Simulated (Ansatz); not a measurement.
# Property card for Pd

Pd:
```
CELL_PARAMETERS angstrom
      2.59001     0.00000     0.00000
      0.00000     2.59001     0.00000
      0.00000     0.00000     2.59001
ATOMIC_POSITIONS crystal
  Pd 0.00000 0.00000 0.00000
```

Space group Pm-3m (No. 221), simple cubic; conventional cell a = b = c = 2.590 Å, α = β = γ = 90.00°.

Method: DFT-r²SCAN in the program Ansatz with PAW potentials. The cell and atoms are relaxed at this level. Other levels are named where they apply.

### Cell and energy

Volume per atom: 17.37 Å³
Density: 10.17 g/cm³

### Electronic structure

* **Electronic character**: metallic (no gap)
* **Density of states at the Fermi level**: 1.3 states/eV per atom (mean over ±0.08 eV)
* **Gap with spin–orbit coupling**: none (metallic)

### Mechanics

- Bulk modulus (Birch–Murnaghan fit): 136 GPa
- Pressure derivative B′: 5.3
- Elastic constants (relaxed ions, GPa): C11 = 335, C12 = 36.3, C44 = -14.8
- Mechanical stability: unstable (C has a negative eigenvalue)

A made-up cell: these elements were put on the sites of a structure type; neither database checked (COD, Materials Project) lists it. It is not the phase usual at ambient conditions (space group No. 225). The cell was relaxed with r²SCAN under the symmetry of its start. The run is not spin-polarised. As this level gives no gap, shear constants depend on the k-mesh and smearing (Fermi–Dirac, 0.1 eV here). Scalar-relativistic: spin–orbit coupling is off unless named, which matters more the heavier the elements.

Potentials: the earlier of the program's two PAW sets.
